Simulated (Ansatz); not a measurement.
CaAu₂:
Space group Imma (No. 74); a = 4.6080 Å, b = 7.0782 Å, c = 8.2266 Å, α = 90.00°, β = 90.00°, γ = 90.00°

```tsv
atom	site	symmetry	x	y	z
Ca	4e	mm2	0.0000	0.2500	0.4581
Au	8h	m..	0.0000	0.5401	0.1611
```
(The calculation used a cell of 6 atoms; values per cell refer to that cell.)

Relaxed with r²SCAN.

Which orbitals make up the states near the Fermi level in r²SCAN (plane waves, PAW; program Ansatz)?

Within 0.5 eV of the Fermi level: Ca 4s 26 %, Au 6s 23 %, Au 5d 9 %, outside the projected shells 41 %. Projections are on Löwdin-orthogonalised atomic valence shells; empty p or d shells of many metals are not among them.

Tabulate the density of states.

States/eV per cell of 6 atoms, in 0.25 eV bins, energy from the Fermi level.

| E (eV) | total | Au 5d | Au 6s | Ca 4s |
|---|---|---|---|---|
| -7.85 | 0.35 | 0.01 | 0.23 | 0.09 |
| -7.60 | 0.59 | 0.04 | 0.39 | 0.14 |
| -7.35 | 0.85 | 0.08 | 0.57 | 0.17 |
| -7.10 | 1.29 | 0.18 | 0.88 | 0.20 |
| -6.85 | 1.56 | 0.33 | 1.03 | 0.16 |
| -6.60 | 2.32 | 0.78 | 1.36 | 0.14 |
| -6.35 | 4.30 | 2.31 | 1.84 | 0.10 |
| -6.10 | 8.44 | 6.65 | 1.58 | 0.14 |
| -5.85 | 11.88 | 10.17 | 1.42 | 0.21 |
| -5.60 | 19.00 | 17.87 | 0.87 | 0.13 |
| -5.35 | 16.45 | 15.63 | 0.57 | 0.10 |
| -5.10 | 10.50 | 9.46 | 0.76 | 0.16 |
| -4.85 | 10.99 | 10.30 | 0.43 | 0.14 |
| -4.60 | 11.31 | 10.70 | 0.24 | 0.22 |
| -4.35 | 9.02 | 8.35 | 0.23 | 0.27 |
| -4.10 | 8.04 | 7.24 | 0.30 | 0.32 |
| -3.85 | 9.83 | 9.02 | 0.31 | 0.29 |
| -3.60 | 10.51 | 9.67 | 0.35 | 0.25 |
| -3.35 | 13.70 | 12.72 | 0.53 | 0.22 |
| -3.10 | 12.93 | 11.67 | 0.83 | 0.23 |
| -2.85 | 6.94 | 5.55 | 1.04 | 0.20 |
| -2.60 | 2.88 | 1.90 | 0.78 | 0.11 |
| -2.35 | 2.82 | 1.89 | 0.79 | 0.06 |
| -2.10 | 2.75 | 1.61 | 0.94 | 0.07 |
| -1.85 | 1.74 | 0.82 | 0.72 | 0.07 |
| -1.60 | 1.52 | 0.54 | 0.70 | 0.13 |
| -1.35 | 1.68 | 0.45 | 0.78 | 0.22 |
| -1.10 | 1.61 | 0.35 | 0.69 | 0.30 |
| -0.85 | 1.45 | 0.27 | 0.59 | 0.31 |
| -0.60 | 1.64 | 0.25 | 0.60 | 0.40 |
| -0.35 | 1.50 | 0.18 | 0.45 | 0.44 |
| -0.10 | 1.71 | 0.18 | 0.45 | 0.49 |
| 0.15 | 1.96 | 0.17 | 0.45 | 0.50 |
| 0.40 | 2.53 | 0.16 | 0.42 | 0.56 |
| 0.65 | 3.24 | 0.15 | 0.37 | 0.57 |
| 0.90 | 3.40 | 0.13 | 0.31 | 0.35 |
| 1.15 | 3.37 | 0.11 | 0.25 | 0.23 |
| 1.40 | 3.33 | 0.10 | 0.20 | 0.13 |
| 1.65 | 2.81 | 0.08 | 0.13 | 0.06 |
| 1.90 | 2.39 | 0.06 | 0.09 | 0.03 |
| 2.15 | 2.09 | 0.05 | 0.07 | 0.02 |
| 2.40 | 3.47 | 0.09 | 0.12 | 0.11 |
| 2.65 | 5.44 | 0.14 | 0.14 | 0.15 |
| 2.90 | 2.98 | 0.07 | 0.05 | 0.04 |
| 3.15 | 2.65 | 0.06 | 0.04 | 0.04 |
| 3.40 | 2.45 | 0.06 | 0.08 | 0.05 |
| 3.65 | 4.20 | 0.09 | 0.14 | 0.08 |
| 3.90 | 3.91 | 0.07 | 0.08 | 0.09 |
| 4.15 | 7.34 | 0.09 | 0.07 | 0.16 |
| 4.40 | 7.45 | 0.08 | 0.16 | 0.09 |
| 4.65 | 8.12 | 0.08 | 0.17 | 0.12 |

The workflow started from a Materials Project entry (that database holds measured and hypothetical structures alike); the Crystallography Open Database files this formula in space group No. 74, but the cells were not matched. Whether it is the stable phase at ambient conditions was not checked. Symmetry was held in the r²SCAN relaxation; its stability against distortions is not shown here. Axis ratios of metals converge slowly with the k-mesh, so a and c are less sure than the volume. Scalar-relativistic: spin–orbit coupling is off unless named, which matters more the heavier the elements.

Potentials: the later of the program's two PAW sets.
